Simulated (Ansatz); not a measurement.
PbTe (rock salt)

```xyz
2
Lattice="0.0000 3.2847 3.2847 3.2847 0.0000 3.2847 3.2847 3.2847 0.0000" Properties=species:S:1:pos:R:3 pbc="T T T"
Te     0.0000     0.0000     0.0000
Pb     3.2847     3.2847     3.2847
```

The slice is a {100} plane (indices of the conventional cell) through the point (0.000, 0.000, 0.000) (fractional), spanned by u = [100] and v = [0 1 -1] in vectors of this cell: u (4.65 Å) and v (4.65 Å, at 90° to u). It covers one period; positions are fractions (u, v).

Method: PBE (plane waves to 420 eV, PAW, scalar-relativistic; Ansatz, an electronic-structure program). k mesh 9×9×9. These are valence fields of a PAW run, semicore shells included where kept as valence: close to a nucleus they are smooth pseudo fields. PbTe was relaxed with its symmetry unable to fall. Spin-orbit coupling is left out, though Pb and Te are heavy. The PAW data are Ansatz's earlier set.

Three fields on this plane, each scaled to ten steps between its own extremes (0 low, 9 high; the total valence density on a logarithmic scale, the potential cut 8 eV below its top; x marks points blanked near nuclei; v = 0 in the bottom row):

Map A
```
|xxxxxx0589999999850xxxxx|
|xxxxx015889999988510xxxx|
|xxxxx036788888887630xxxx|
|xxxx01567776667776510xxx|
|xx001466654333456664100x|
|001356654200000245665310|
|55566653000xxx0003566655|
|778776400xxxxxxx00467787|
|99887520xxxxxxxxx0257889|
|99987400xxxxxxxxx0047899|
|9998630xxxxxxxxxxx036899|
|9998630xxxxxxxxxxx036899|
|9998630xxxxxxxxxxx036899|
|99987400xxxxxxxxx0047899|
|99887520xxxxxxxxx0257889|
|778776400xxxxxxx00467787|
|55566653000xxx0003566655|
|001356654200000245665310|
|xx001466654333456664100x|
|xxxx01567776667776510xxx|
|xxxxx036788888887630xxxx|
|xxxxx015889999988510xxxx|
|xxxxxx0589999999850xxxxx|
|xxxxxx0579999999750xxxxx|
```

Map B
```
|xxxxxx8642100012468xxxxx|
|xxxxx976421000124679xxxx|
|xxxxx975432111234579xxxx|
|xxxx98654333333345689xxx|
|xx998765445555544567899x|
|887766555677877655566778|
|66655556789xxx9876555566|
|444444579xxxxxxx97544444|
|22233468xxxxxxxxx8643322|
|11123579xxxxxxxxx9753211|
|0001357xxxxxxxxxxx753100|
|0001358xxxxxxxxxxx853100|
|0001357xxxxxxxxxxx753100|
|11123579xxxxxxxxx9753211|
|22233468xxxxxxxxx8643322|
|444444579xxxxxxx97544444|
|66655556789xxx9876555566|
|887766555677877655566778|
|xx998765445555544567899x|
|xxxx98654333333345689xxx|
|xxxxx975432111234579xxxx|
|xxxxx976421000124679xxxx|
|xxxxxx8642100012468xxxxx|
|xxxxxx8642100012468xxxxx|
```

Map C
```
|xxxxxx9984100014899xxxxx|
|xxxxx899731000137998xxxx|
|xxxxx998521000125899xxxx|
|xxxx89963211111236998xxx|
|xx899974323333323479998x|
|999997433344444333479999|
|99986433345xxx5433346899|
|887533335xxxxxxx53333578|
|54322234xxxxxxxxx4322234|
|11111345xxxxxxxxx5431111|
|0000134xxxxxxxxxxx431000|
|0000134xxxxxxxxxxx431000|
|0000134xxxxxxxxxxx431000|
|11111345xxxxxxxxx5431111|
|54322234xxxxxxxxx4322234|
|887533335xxxxxxx53333578|
|99986433345xxx5433346899|
|999997433344444333479999|
|xx899974323333323479998x|
|xxxx89963211111236998xxx|
|xxxxx998521000125899xxxx|
|xxxxx899731000137998xxxx|
|xxxxxx9984100014899xxxxx|
|xxxxxx9985100015899xxxxx|
```

Q: Assign the maps to these fields: electron localisation function (ELF); valence electron density; electrostatic potential energy of an electron, from the cell's mean.

A: A is the electrostatic potential energy of an electron, from the cell's mean; B is the valence electron density; C is the electron localisation function (ELF).
